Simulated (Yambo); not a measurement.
G0W0@PBEsol for Ba₂WZnO₆ (space group Fm-3m, No. 225) in Yambo. Reference settings: 2×2×2 Γ-centred k mesh, bands 6 to 222 and a 7 Ry block in the screening, 222 bands in G with the Bruneval-Gonze terminator, plasmon pole fitted at 27.2 eV. The PBEsol gap Γ → X on this mesh is 2.88 eV; G0W0 gaps are taken between the same points.

With and without the terminator, as bands are cut:

| bands in G (in W) | gap, terminator (eV) | gap, none (eV) | valence shift, terminator (eV) | valence shift, none (eV) |
|---|---|---|---|---|
| 97 (222) | 4.485 | 4.672 | -0.336 | 0.358 |
| 151 (222) | 4.447 | 4.541 | -0.376 | 0.028 |
| 222 (222) | 4.439 | 4.494 | -0.390 | -0.156 |

Over this range the gap spans 0.046 eV with the terminator and 0.178 eV without, the valence shift 0.054 eV and 0.514 eV. Neither column has reached its limit for certain.

Spin-orbit coupling is not included.

Geometry of the Materials Project entry, not relaxed at this level; primitive cell a = b = c = 5.841 Å, α = β = γ = 60.00°.

A shift is the quasiparticle energy of the state minus its PBEsol energy.
